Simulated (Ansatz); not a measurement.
Cu$_{2}$O:
```
CELL_PARAMETERS angstrom
      4.24566     0.00000     0.00000
      0.00000     4.24566     0.00000
      0.00000     0.00000     4.24566
ATOMIC_POSITIONS crystal
  Cu 0.75000 0.75000 0.75000
  Cu 0.75000 0.25000 0.25000
  Cu 0.25000 0.75000 0.25000
  Cu 0.25000 0.25000 0.75000
  O  0.00000 0.00000 0.00000
  O  0.50000 0.50000 0.50000
```

Relaxed with r²SCAN.

Q: Give the Bader charges and basin volumes of the independent atoms, the program Ansatz at the r²SCAN level (PAW).

A: 

| atom | Bader charge (e) | Bader volume (Å³) |
|---|---|---|
| Cu1 | +0.57 | 13.9 |
| O5 | -1.14 | 10.5 |

Space group Pn-3m. Symmetry was held in the r²SCAN relaxation. The run is not spin-polarised. No Hubbard U is applied.

Potentials: the later of the program's two PAW sets.
